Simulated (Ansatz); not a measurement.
# Zn₅S₃O₂: relaxed-ion elastic tensor

These are results of DFT PBE, scalar-relativistic, plane waves, PAW (Ansatz), not measurements. Plane waves to 420 eV; Γ-centred k mesh 10×10×10; fixed occupations. No spin polarisation.

The cell, relaxed at this level:
```xyz
10
Lattice="-1.8247 1.8247 12.4937 1.8247 -1.8247 12.4937 1.8247 1.8247 -12.4937" Properties=species:S:1:pos:R:3 pbc="T T T"
Zn    0.0000    0.0000   17.3186
Zn    0.0000    0.0000    2.8614
Zn    0.0000    0.0000   12.4937
Zn    0.0000    0.0000   22.1260
Zn    0.0000    0.0000    7.6688
S     1.8247    0.0000    1.4321
S     1.8247    0.0000   11.0616
S     1.8247    0.0000    6.2469
O     0.0000    1.8247    8.6527
O     0.0000    1.8247    3.8410
```

It was reached by relaxing an invented guess, and it needn't be the stable form of this composition.

Task: Give the relaxed-ion elastic constants (GPa, Voigt order xx yy zz yz xz xy, on the Cartesian axes of the cell above).

Result:
C11 = 151.4, C12 = 45.9, C13 = 71.7, C22 = 151.4, C23 = 71.7, C33 = 103.0, C44 = 45.9, C55 = 45.9, C66 = 24.2 GPa; the others vanish.

Task: Is the crystal stable against homogeneous strain?

Result: Yes: the least eigenvalue of the tensor is 24.2 GPa.

Task: And the moduli of a polycrystal (Hill averages)?

Result: B = 87 GPa, G = 35 GPa, E = 92 GPa, ν = 0.32.
